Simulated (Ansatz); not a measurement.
All numbers below come from DFT PBE, scalar-relativistic, plane waves, PAW (Ansatz 0.2.0). Settings: cutoff 420 eV, Γ-centred meshes spaced at most about 0.3 Å⁻¹, and about 0.25 Å⁻¹ or finer for metals (2π included), Gaussian smearing. No spin polarisation in the final relaxations.

All energies are static (0 K, no zero-point motion).

Two forms of TeMo5 were relaxed alike.

A.

```xyz
6
Lattice="5.1177 0.0000 0.0000 -2.5589 4.4321 0.0000 0.0000 0.0000 4.8031" Properties=species:S:1:pos:R:3 pbc="T T T"
Te    0.0000    0.0000    0.0000
Mo    2.5589    0.0000    2.4016
Mo    1.2794    2.2160    2.4016
Mo   -1.2794    2.2160    2.4016
Mo    0.0000    2.9547    0.0000
Mo    2.5589    1.4774    0.0000
```

B.

```xyz
6
Lattice="0.0000 3.7219 3.7219 3.7219 0.0000 3.7219 3.7219 3.7219 0.0000" Properties=species:S:1:pos:R:3 pbc="T T T"
Te    0.0000    0.0000    0.0000
Mo    1.8609    1.8609    1.8609
Mo    2.7860    2.7860    4.6577
Mo    2.7860    4.6577    2.7860
Mo    4.6577    2.7860    2.7860
Mo    4.6577    4.6577    4.6577
```

Problem. Which form is favoured at zero pressure, and by what margin per atom?

Solution. B is lower, by 89 meV/atom. A has the CaCu5 type, space group P6/mmm (No. 191), 18.2 Å³/atom and no gap on its mesh; B has space group F-43m (No. 216), 17.2 Å³/atom and no gap. Counting Mo atoms around Te (those within 1.25 times the shortest such distance or 1.15 times the sum of covalent radii; a plus sign parts nearer from farther groups), A has Te 6+12 and B has Te 16. The denser one is the lower, and pressure would at first widen the difference. Even the lower one lies +0.54 eV/atom against the reference forms of the elements (uncorrected), so neither is stable at this level. In A, around Te lie 6 Mo at 2.95 Å and 12 Mo at 3.51 Å; Mo on a site of symmetry mmm is surrounded by 4 Mo at 2.56 Å and 4 Mo at 2.82 Å; around Mo on a site of symmetry -6m2 lie 9 Mo at 2.82–2.95 Å and 3 Te at 2.95 Å. In B, Te is surrounded by 16 Mo at 3.08–3.22 Å; around Mo on a site of symmetry -43m lie 12 Mo at 3.09 Å and 4 Te at 3.22 Å; Mo on a site of symmetry 3m has 6 Mo at 2.62–2.65 Å, 3 Te at 3.08 Å and 3 Mo at 3.09 Å. Both come from invented guesses. A third cell relaxed alike, in Cmmm, lies 0.31 eV/atom below the lower of the two; the P6/mmm cell fell into it when its atoms were moved at random.

Spin–orbit coupling, which can matter for Te, is left out. Cells relaxed within their symmetry can be saddle points.
